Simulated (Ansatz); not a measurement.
Task: MgB2 in space group P6/mmm (No. 191; Mg on 1a, B on 2d) is relaxed with DFT-LDA in the program Ansatz with PAW potentials. What lattice parameters of the conventional cell result?

Result: a = 3.033 Å, c = 3.464 Å.

Task: Is it a metal or does it have a gap at this level?

Result: No gap at this level.

Symmetry was held in the LDA relaxation; of distortions, only those at the zone centre were tested.

Potentials: the later of the program's two PAW sets.
